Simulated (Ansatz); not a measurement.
# An inverse problem

Cell vectors (Å):

```
 3.8062  0.0000  0.0000
-1.9031  3.2963  0.0000
 0.0000  0.0000  6.2466
```

```json
{"atom": "Zn", "a": "0.3333", "b": "0.6667", "c": "0.0054"}
{"atom": "Zn", "a": "0.6667", "b": "0.3333", "c": "0.5054"}
{"atom": "X", "a": "0.3333", "b": "0.6667", "c": "0.3796"}
{"atom": "X", "a": "0.6667", "b": "0.3333", "c": "0.8796"}
```

Theory: r²SCAN, PAW on Ansatz 0.2.0's default frozen-core files (fitted under PBE), scalar-relativistic. k mesh 6×6×4, strains of ±0.008, fixed occupations.

Elastic constants of a crystal by Kohn-Sham DFT: slopes of the stress over finite engineering strains of the given cell, Voigt indices, Cartesian axes as in the cell vectors.

```tsv
index	elastic (GPa)
11	127.7
12	58.9
13	44.7
33	151.8
44	29.6
```

Task: All X atoms are one element. Which one was computed?

Result: S; the crystal is ZnS (P6_3mc).

Caveats: frozen-core PAW files fitted under PBE, their cores solved anew for the functional of the run; constants at zero field, no piezoelectric stiffening; wurtzite ZnS is metastable at ambient conditions.
